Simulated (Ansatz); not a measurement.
**Tl (hcp, Mg type): frozen-phonon scan**

Tl (hcp, Mg type)

```yaml
crystal:
  lattice:
    - [7.21499, 0.00000, 0.00000]
    - [-1.80375, 3.12418, 0.00000]
    - [0.00000, 0.00000, 5.57674]
  atoms:
    - { symbol: Tl, position: [0.16667, 0.66667, 0.75000] }
    - { symbol: Tl, position: [0.66667, 0.66667, 0.75000] }
    - { symbol: Tl, position: [0.33333, 0.33333, 0.25000] }
    - { symbol: Tl, position: [0.83333, 0.33333, 0.25000] }
```

The atoms are displaced by Q × the pattern below (from a DFPT mode at M = (0.5, 0.0, 0.0), largest move 1; Q in Å), at fixed cell. (q is in reciprocal vectors of the primitive cell; the cell shown is doubled to hold the pattern.)

| atom | x | y | z |
|---|---|---|---|
| Tl1 | 0.500 | -0.866 | 0.000 |
| Tl2 | -0.500 | 0.866 | 0.000 |
| Tl3 | 0.500 | -0.866 | 0.000 |
| Tl4 | -0.500 | 0.866 | 0.000 |

Calculation: PBE (plane waves to 420 eV, PAW, scalar-relativistic; Ansatz, a quantum-chemistry and plane-wave program). k mesh 15×15×9 (Γ-centred), Fermi-Dirac smearing 0.05 eV. E stands for the smeared free energy. With partly filled bands, energies and forces of such displacements shift with the k mesh and the smearing. Spin-orbit coupling is left out, though Tl is heavy. The PAW data are Ansatz's earlier set. The relaxed volume of Tl is well above the measured one; the method has no dispersion term. Tl was relaxed with its symmetry unable to fall. The zero of ΔE is the undisplaced structure.

```
Q (Å)   ΔE (eV/cell)  −dE/dQ from forces (eV/Å)
------  ------------  -------------------------
-0.280        0.0433                      0.330
-0.233        0.0293                      0.272
-0.187        0.0181                      0.210
-0.140        0.0097                      0.148
-0.093        0.0042                      0.092
-0.047        0.0010                      0.044
0.000         0.0000                      0.000
0.047         0.0010                     -0.044
0.093         0.0042                     -0.092
0.140         0.0097                     -0.148
0.187         0.0181                     -0.210
0.233         0.0293                     -0.272
0.280         0.0433                     -0.330
```

Key numbers:

The energy at Q = 0.280 Å is 43.3 meV/cell. Space group of the distorted cell: Pnma (No. 62), lowered from P6_3/mmc. Symmetry of the curve: even: the same for both signs. Shape of the curve: a single well with its minimum at or next to zero displacement. Harmonic wavenumber from the curvature (finite differences): 18 cm⁻¹. Wavenumber by perturbation theory (DFPT, on another k mesh): 20 cm⁻¹.

(A displaced cell: forces are minus the slopes of the energy, force constants its curvatures, and phonons follow from these.)
